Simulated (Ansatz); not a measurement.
Ge (diamond, Fd-3m), r²SCAN (plane waves, PAW; program Ansatz). The conduction-band minimum lies at Γ, with 1 equivalent valley. Second derivatives d²E/dk² of the lowest band at one valley (eV·Å²), along Cartesian directions:

```csv
direction,d²E/dk²
[100],449.8
[010],449.8
[001],449.8
[110],449.3
[101],449.3
[011],449.3
```

**Question.** Find the principal effective masses, the density-of-states mass and the conductivity mass.

**Answer.** Off-diagonal terms follow from H_xy = H[110] − (H_xx + H_yy)/2, and m*/mₑ = 7.620 eV·Å² over each eigenvalue: 0.017, 0.017, 0.017. One valley's DOS mass (m₁m₂m₃)^(1/3) = 0.017, conductivity mass 3/(Σ 1/mᵢ) = 0.017 mₑ.

**Question.** What effective density of states Nc follows at 300 K for parabolic valleys?

**Answer.** Nc = 2.509e19 × 1 × (0.017)^(3/2) ≈ 5.6e16 cm⁻³.

The r²SCAN relaxation kept the symmetry of its start. Spin–orbit coupling is left out wherever it is not named.

Potentials: the later of the program's two PAW sets.

Edges and masses are those of Kohn–Sham bands, whose gap is no quasiparticle gap.
